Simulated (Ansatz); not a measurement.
**La: stiffness from a series of strains**

```yaml
crystal:
  lattice:
    - [3.75000, 0.00000, 0.00000]
    - [-1.87500, 3.24760, 0.00000]
    - [0.00000, 0.00000, 6.07000]
  atoms:
    - { symbol: La, position: [0.33333, 0.66667, 0.25000] }
    - { symbol: La, position: [0.66667, 0.33333, 0.75000] }
```

Atoms are numbered in the order listed.

The geometry is COD entry 9008503, unchecked; take it as a test cell. It differs from other determinations.

Spin–orbit coupling is left out, though it moves levels of the heavy atoms by tenths of an eV or more.

These are results of Ansatz 0.2.0, DFT, LDA, all-electron LAPW, scalar-relativistic, not measurements.

Sampling and basis: a Γ-centred 11×11×6 k mesh, Fermi–Dirac smearing of 0.05 eV, basis error target 0.25 meV/atom, no spin polarisation.

The strain is applied along the Cartesian axes of the cell as listed (the other components stay zero). Fractional coordinates are held (clamped ions).

σ is the change of stress from the unstrained cell, which is at -3.00 GPa; tension is positive, so slopes are stress–strain coefficients at that pressure. In a metal the k mesh adds noise.

Only quantities that a quadratic follows smoothly over the whole series are listed; rougher ones are left out.

```
    εzz  σzz (GPa)  σxx (GPa)
-0.0200      -0.83      -0.30
 0.0000       0.00       0.00
 0.0100       0.37       0.15
 0.0200       0.72       0.30
```

Task: Fit the series and read off the stiffness at zero strain.

Result: Least-squares fits y = p0 + p1 x + p2 x² to the rows give σzz (GPa): p1 = 38.7, p2 = -130; σxx (GPa): p1 = 15, p2 = -1.5e-13. So C33 = 39 GPa and C13 = 15 GPa, for these axes.

Task: One run, at εzz = -0.0100, is withheld. Predict its row.

Result: The fits give -0.40, -0.15; the run gave -0.40, -0.15.
